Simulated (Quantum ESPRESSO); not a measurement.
# Computed records: Si3BC4 (made-up cell)

Computed with Quantum ESPRESSO 7.5. Calculation on a made-up crystal cell, not a measurement: periodic Kohn-Sham density functional theory in plane waves with PseudoDojo standard norm-conserving scalar-relativistic pseudopotentials, each functional with its own files (v0.5 for PBE, v0.4.1 for LDA and PBEsol), no spin polarisation, no spin-orbit coupling, atoms not relaxed, stress positive in tension, energies less a fixed whole-eV offset for each atom's element; levels are Kohn-Sham levels at fractions of this cell's reciprocal vectors, counted from the reference band (half the neutral cell's valence electrons, rounded up) at Gamma; error bars cover cutoff and k-mesh only, not smearing or the files; added strain carries the atoms with the cell, and shear is the tensor component; each bar is the largest change over components, and at least 0.002 eV, 0.002 eV per angstrom or 0.02 GPa; energies are for the whole cell, and the offsets were chosen from early runs and are not element reference energies.

```xyz
8
Lattice="4.3311 -0.0127 0.0040 -0.0127 4.2406 -0.0482 0.0040 -0.0482 4.3408" Properties=species:S:1:pos:R:3 formula=Si3BC4 lattice_type=zincblende/diamond functional=pbe cutoff=1116 fermi_dirac_smearing=0.1 scf_tolerance=1e-07 electrons_removed=0 k_mesh=6_x_6_x_6,shifted_by_half_a_step free_energy_less_offsets=-2.05 smearing_term_minus_ts=-0.06554 scf_iterations=12 pressure=1.817 stress_xx=-3.383 stress_yy=-1.026 stress_zz=-1.041 stress_yz=-0.3974 stress_xz=3.667 stress_xy=3.551 fermi_level=-0.8835 reference_band=16 error_bar_energy=0.003575 error_bar_stress=0.1067 error_bar_force=0.01084 error_bar_next_band_up=0.002 error_bar_fermi_level=0.01091 error_bars_from=tighter_rerun_of_a_related_cell
B     -0.1946     0.0057    -0.0907
Si    -0.0288     2.1455     2.0369
Si     2.2558     0.0485     2.1631
Si     2.0787     2.0090     0.0668
C      1.1688     1.0057     1.0815
C      1.0168     3.1649     3.2598
C      3.2707     1.2493     3.3810
C      3.2433     3.1769     1.1752
```

Units: cutoff, fermi_dirac_smearing, scf_tolerance, free_energy_less_offsets, smearing_term_minus_ts, fermi_level, error_bar_energy, error_bar_next_band_up, error_bar_fermi_level in eV; pressure, stress_xx, stress_yy, stress_zz, stress_yz, stress_xz, stress_xy, error_bar_stress in GPa; error_bar_force in eV/Å.

Atoms:
```
atoms element  atom site  atom energy offset (eV)
            B          1                      -79
           Si          2                     -115
           Si          3                     -115
           Si          4                     -115
            C          5                     -163
            C          6                     -163
            C          7                     -163
            C          8                     -163
```

Forces:
```
site  x (eV/Å)  y (eV/Å)  z (eV/Å)
   1     1.612   -0.3323     0.239
   2     2.183    -1.479     2.619
   3     -1.72   -0.5649     2.645
   4  -0.01046     5.362    -1.768
   5    -4.036    -1.276     1.388
   6   -0.3496     1.672     1.397
   7     2.488    -5.183    -1.867
   8   -0.1669     1.802    -4.654
```

Levels:
```
level k point  next band up (eV)
        Gamma             0.7045
(1/2,1/2,1/2)              3.937
   (0.15,0,0)              1.108
   (0,0.15,0)              1.112
   (0,0,0.15)              1.107
```
